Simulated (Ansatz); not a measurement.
BN: Field gradients at the nuclei

The cell is a computed structure from the Materials Project (it need not be an observed phase), whose atoms a relaxation with PBE at fixed cell left in place.

```
B N
1.0
     2.50164    0.00000    0.00000
    -1.25082    2.16648    0.00000
     0.00000    0.00000    7.36932
B N
2 2
Direct
  0.66667 0.33333 0.75000
  0.33333 0.66667 0.25000
  0.00000 0.00000 0.75000
  0.00000 0.00000 0.25000
```

Atom numbers follow the list; atoms alike are taken as one site, whose name carries the number of the first.

Computed with Ansatz: DFT, PBE, plane waves and PAW, scalar-relativistic, 420 eV cutoff, Γ-centred 14×14×4 k-points, Fermi–Dirac smearing 0.02 eV.

Conventions: |V_zz| ≥ |V_yy| ≥ |V_xx|, η = (V_xx − V_yy)/V_zz, C_Q = eQV_zz/h. ν_Q = 3|C_Q|/[2I(2I − 1)].

11B: I = 3/2, Q = 40.59 mb; 14N: I = 1, Q = 20.44 mb. Nuclear quadrupole moments: year-2017 set (Pyykkö).

| site | atoms (order as listed) | first shell | C_Q (MHz) | η | ν_Q (MHz) |
| --- | --- | --- | --- | --- | --- |
| B | 1, 2 | 3 N at 1.44 Å | 2.74 | 0.00 | 1.37 |
| N | 3, 4 | 3 B at 1.44 Å | -0.113 | 0.00 | 0.169 |

An axis of threefold or higher order runs through B and N, so V_zz lies along it and η is zero.
